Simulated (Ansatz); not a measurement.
input.yaml (Ansatz)

```yaml
crystal:
  lattice:
    - [4.9413874873, 0.0, 0.0]
    - [-2.4706937436, 4.2793670939, 0.0]
    - [0.0, 0.0, 2.7087522338]
  atoms:
    - { symbol: Nb, position: [1.0, 1.0, 1.0], spin: 1.0 }
    - { symbol: Nb, position: [0.3333333333, 0.6666666667, 0.5], spin: 1.0 }
    - { symbol: Nb, position: [0.6666666667, 0.3333333333, 0.5], spin: 1.0 }
hamiltonian:
  xc: mr2scan
  pseudopotentials:
    kind: paw
    azcp:
      Nb: "pseudopotentials/Nb.paw.azcp"
basis:
  ecutwfc: 500
  fft_grid_basis: typed
kpoints:
  mp_grid: { grid: [10, 10, 15], shift: [0, 0, 0] }
magnetization:
  spin_polarized: true
scf:
  occupations: { method: fermi_dirac, width: 0.05 }
output:
  stress: true
```

and its output:

```
Engine: ansatz 0.2.0, aarch64-unknown-linux-gnu
Pseudopotentials: kind: paw
Pseudopotential: Nb, paw, valence charge 13, recommended cutoff 500 eV (meta_gga) 
Functional definition: m-r2SCAN
  exchange = m_r2scan_x
  correlation = m_r2scan_c
Crystal: 3 atoms, lattice volume = 57.279 Å³
Basis set: ecut = 500 eV, 1431 PW (Γ), exchange–correlation on 160×160×80 points (64 copies of the dense FFT grid, shifted against one another)
Bands: 26, of which v1, the nominal top of the filled ones, is band 20 counted from 1 (19 counted from 0)
Symmetry: 24 space group operations
Space group: P6/mmm (ITA 191), of the structure as read, at distance tolerance 3.9e-5 Å
Magnetic group: BNS 191.233 (UNI 1463), of the structure as read, at distance tolerance 3.9e-5 Å
k-points: 112 of 1500
Non-local potential: Nb, projectors of the file, l = 0: 3, l = 1: 2, l = 2: 2, l = 3: 1
PAW form: soft (Blöchl's): semilocal exchange-correlation on the pseudo side does not see the compensation charge
PAW frozen core: Nb, regenerated for the run's functional (the file was generated under x = pbe(κ = 0.804, μ = 0.2195149727645171), c = pbe(β = 0.06672455060314922))
PAW one-centre angular grid: Nb, 590 points (default); XC on 160 Gauss nodes
Initial density: superposition of atomic densities (chi_scale 0.1, normalization cell)
Starting moments: Σ|m| = 3 μB on 3 of 3 sites
Initial wavefunctions: pseudopotential atomic-orbital guess
Functional: x = mr2scan, c = mr2scan; τ floored in thin density (d = 2e-4 eV/Å³)
SCF iter   1: F=—  HF=-13690.412307 eV  |F-HF|=—  |Δ(HF+E_count)|=         —  Δρ=5.27e-2 (↑5.27e-2 ↓2.75e-2)  dr2=3.87e0  dr2_τ=4.32e-2  dr2_m=1.86e-1  M=1.545 μB ∫|m|=1.545 μB  β_m=0.62  ethr=3.10e-3  ⟨swp⟩=5.2  Hψ=22074  notcnv=0
Mixer restart at iter 1: flushing history
spin=Collinear: Kerker preconditioning applied to the charge; magnetization (m = ρ↑ − ρ↓) channel mixes plain (no charge-response kernel on spin).
SCF iter   2: F=—  HF=-13690.129459 eV  |F-HF|=—  |Δ(HF+E_count)|=   2.83e-1  Δρ=3.52e-2 (↑3.52e-2 ↓2.39e-2)  dr2=2.16e0  dr2_τ=1.17e-2  dr2_m=4.83e-2  M=1.266 μB ∫|m|=1.266 μB  β_m=0.30  ethr=3.10e-3  ⟨swp⟩=2.6  Hψ=10747  notcnv=0  defer=151  κ⁻¹=1.0e0(r=1)
SCF iter   3: F=—  HF=-13690.115728 eV  |F-HF|=—  |Δ(HF+E_count)|=   1.37e-2  Δρ=1.43e-2 (↑7.83e-3 ↓1.43e-2)  dr2=1.80e-1  dr2_τ=2.62e-3  dr2_m=1.71e-2  M=0.495 μB ∫|m|=0.495 μB  β_m=0.30  ethr=3.10e-3  ⟨swp⟩=2.0  Hψ=10811  notcnv=0  defer=151  κ⁻¹=4.0e-2(r=2)
SCF iter   4: F=—  HF=-13690.261410 eV  |F-HF|=—  |Δ(HF+E_count)|=         —  Δρ=7.64e-3 (↑6.62e-3 ↓7.64e-3)  dr2=3.33e-2  dr2_τ=1.47e-3  dr2_m=1.09e-2  M=-0.002 μB ∫|m|=0.115 μB  β_m=0.30  ethr=4.60e-4  ⟨swp⟩=2.9  Hψ=11325  notcnv=0  defer=157
Mixer restart at iter 4: flushing history
SCF iter   5: F=—  HF=-13690.268130 eV  |F-HF|=—  |Δ(HF+E_count)|=   6.72e-3  Δρ=5.93e-3 (↑5.04e-3 ↓5.93e-3)  dr2=2.01e-2  dr2_τ=6.67e-4  dr2_m=6.61e-3  M=0.028 μB ∫|m|=0.090 μB  β_m=0.30  ethr=8.54e-5  ⟨swp⟩=1.0  Hψ=5928  notcnv=0  defer=157  κ⁻¹=1.0e0(r=1)
...
SCF iter  16: F=—  HF=-13690.288198 eV  |F-HF|=—  |Δ(HF+E_count)|=   1.09e-8  Δρ=9.64e-7 (↑9.64e-7 ↓8.13e-7)  dr2=8.55e-10  dr2_τ=1.02e-11  dr2_m=2.30e-10  M=-0.000 μB ∫|m|=0.000 μB  β_m=0.38  ethr=1.43e-11  ⟨swp⟩=2.2  Hψ=9241  notcnv=0  defer=140  κ⁻¹=1.6e-6(r=8)
SCF iter  17: F=—  HF=-13690.288198 eV  |F-HF|=—  |Δ(HF+E_count)|=  4.24e-10  Δρ=5.62e-7 (↑5.62e-7 ↓4.25e-7)  dr2=2.49e-10  dr2_τ=4.76e-12  dr2_m=8.05e-11  M=-0.000 μB ∫|m|=0.000 μB  β_m=0.37  ethr=2.19e-12  ⟨swp⟩=1.0  Hψ=15629  notcnv=0  κ⁻¹=2.8e-6(r=8)
SCF iter  18: F=-13690.288198 eV  HF=-13690.288198 eV  |F-HF|=1.82e-11  |Δ(HF+E_count)|=  2.42e-10  Δρ=3.25e-7 (↑3.25e-7 ↓2.21e-7)  dr2=7.84e-11  dr2_τ=2.12e-12  dr2_m=1.92e-11  M=-0.000 μB ∫|m|=0.000 μB  ethr=1.00e-12  ⟨swp⟩=2.0  Hψ=10719  notcnv=0
SCF 1 converged in 18 iterations: F = -13690.288198 eV  dr2 = 7.84e-11
WARN: the starting moments were not kept: the SCF closed with an absolute magnetisation of 1.2e-5 μB, where they sum to 3 μB in size (3 sites). That is at most 0.1 of that sum. Measured as dr2_m measures the in/out step, that magnetisation stands 1.1e-11 eV from none, at or under the dr2_threshold of 1.0e-7 eV: it is no larger than a step whose dr2_m would equal this threshold. The system may hold no moment; this SCF shows only that its start led to no more than that. To try another start: raise the starting moments (crystal.atoms[].spin, magnetization.per_species, magnetization.initial_magnetization, or on a non-collinear deck that types none of these the spinor_matrix: blocks that start its atoms; where the total moment is fixed, keep their sum and leave initial_magnetization as it is; typed ones take the place of any that the run laid by itself, positive ones on a crystal's lanthanoids without a Hubbard term where scf.initial_density.shell_occupations: [] is typed) or, if the notice of its spin-set hold's release reads "site moments contracting" or "site moments show no strong build", lengthen the hold (scf.mixing.spin_hold: { on: { confirm: 4 } }; for m-r²SCAN on two components see the key's manual first). Each may lead to a state that holds a moment. A second SCF, from the converged charge density, with the starting moments and any scf.initial_density.shell_occupations laid on it anew, would have followed, and was not run: the deck does not ask for one (magnetization.retry_lost_moments is false, the default). To let it run, set magnetization.retry_lost_moments: true and run the deck again, where that key's refused combinations let it; where memory then withholds it, that run's warning says so.
this state was not tested for a lower state beside it, because the mixer in use, unlike msr1, does not test its closes by its own steps (another_mixer; see scf.mixing.algorithm and scf.lower_state_search)
SCF converged after 18 iterations
Magnetization: -0.0000 μB (19.5000 up, 19.5000 down)
Absolute magnetization: 0.0000 μB (∫|ρ↑−ρ↓|, with the PAW one-centre terms)
Spin contamination: 0.0000 ħ² per cell (⟨S²⟩ above its minimum at these occupations)
Per-site moments (μB) at R_I (Å): [(-4.3545747129184196e-6, 1.1173602964425), (7.183354176638128e-7, 1.1173602964425), (7.183354176638132e-7, 1.1173602964425)]
Free energy (F): -13690.288198 eV
Harris-Foulkes:  -13690.288198 eV  (|F-HF|=1.82e-11)
Internal energy: -13690.264624 eV  (E = F + TS)
E sigma→0 (E₀):  -13690.276411 eV
Entropy (-TS):   -0.023574 eV (-7.858 meV/atom)
Fermi energy:    16.805030 eV
--- Per-component energies (eV) ---
  E_band       = -283.082693
  E_kinetic    = 1177.042281
  E_local      = -2195.719118  (includes V_loc(G=0)·N_el)
  E_nonlocal   = 358.372680
  E_hartree    = 682.151024
  E_xc         = -507.072969
  E_vxc        = -707.161909  (∫ρ·V_xc dr)
  E_paw        = -9270.482461  (= ΣΔE_a)
  E_vpaw       = -324.358433  (= ΣTr[D̂ρ^β])
  E_aug_tail   = 0.000013  (compensation charges beyond the density's cutoff)
  E_vtau       = 44.439858  (kinetic-family band-sum trace: ∫τ·v_τ [+ j·A + Jᵃ·Aᵃ] dr)
  E_ewald      = -3933.978780
  E_core_change = -0.577292  (= ΣΔE_core)
  E_smearing   = -0.023574  (= −TS)
  E_closure    = -0.000000  (closes the sum)
  Σ components = -13690.288198   (vs F -13690.288198, Δ=0.00e0)
--- Stress (GPa, compression-positive) ---
       -5.647768      -0.000000       0.000000
       -0.000000      -5.647768       0.000000
        0.000000       0.000000      -7.201053
  P = ⅓ Tr σ = -6.1655 GPa (-61.655 kbar)
```
